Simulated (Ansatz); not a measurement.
WS2 in space group P6_3/mmc (No. 194; W on 2c, S on 4f) at seven volumes, PBE+D3(BJ) (plane waves, PAW; program Ansatz), shape and atoms relaxed at each. One row is withheld.

```
V (Å³/atom)  P (GPa)
-----------  -------
15.857             ?
16.379          4.34
16.902          1.84
17.425          0.01
17.948         -1.30
18.470         -1.98
18.993         -2.38
```

Problem. Fit the shown pressures and predict the withheld one.

Solution. P = (3/2)B₀(x^(7/2) − x^(5/2))[1 + (3/4)(B′ − 4)(x − 1)] with x = (V₀/V)^(2/3). Least squares on the six rows gives V₀ = 17.421 Å³/atom, B₀ = 49.9 GPa, B′ = 12.10. At V = 15.857, x = 1.0647 and P = 7.89 GPa. The run itself gave 7.61 GPa.

Symmetry was held in the PBE+D3(BJ) relaxation. The run is not spin-polarised. Scalar-relativistic: spin–orbit coupling is off unless named, which matters more the heavier the elements.

Potentials: the earlier of the program's two PAW sets.
